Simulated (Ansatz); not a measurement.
Values for one crystal, relaxed and computed with r²SCAN (plane waves, PAW; program Ansatz); other levels are named.

```yaml
volume_per_atom: 10.96 Å³
electronic_character: metallic (no gap)
Density of states at the Fermi level: 0.50 states/eV per atom (mean over ±0.08 eV)
Formation energy from the elements (no fitted shifts): -0.43 eV/atom
```

Problem. Pick the material that matches.
A) Zn3Ir, I4/mmm (Zn on 4d, Zn on 2b, Ir on 2a)
B) AlNi3, Cu3Au type
C) AlRu, CsCl type
D) TiPt3, Cu3Au type

Solution. B, AlNi3, Cu3Au type

Space group Pm-3m (Cu3Au type). The cell was relaxed with r²SCAN under the symmetry of its start. Spin order of the final state: ferromagnetic, the only order run, not a proven ground state. Other orbital occupations within this spin state were not tried. The references are the lowest solids computed at this level, not always the standard phases.

Potentials: the later of the program's two PAW sets.
